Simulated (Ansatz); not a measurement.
**Question.** BN in space group P6_3mc (No. 186; Pearson symbol hP12) is relaxed with the program Ansatz at the PBEsol level (PAW). What lattice parameters of the conventional cell result?

**Answer.** a = 2.547 Å, c = 12.530 Å.

**Question.** Give the free coordinates with the occupied sites.

**Answer.** In one choice of origin and axes:

```csv
atom,site,symmetry,x,y,z
B,2a,3m.,0.0000,0.0000,0.0001
B,2b,3m.,0.3333,0.6667,0.3327
B,2b,3m.,0.6667,0.3333,0.1666
N,2a,3m.,0.0000,0.0000,0.3744
N,2b,3m.,0.3333,0.6667,0.2081
N,2b,3m.,0.6667,0.3333,0.0419
```

**Question.** Is it a metal or does it have a gap at this level?

**Answer.** A gap of 5.04 eV, indirect.

The cell is a constructed one: a structure type filled with these elements. Its sites differ from those of the usual phase in this space group: another stacking or structure type. Symmetry was held in the PBEsol relaxation; of distortions, only those at the zone centre were tested.

Potentials: the later of the program's two PAW sets.
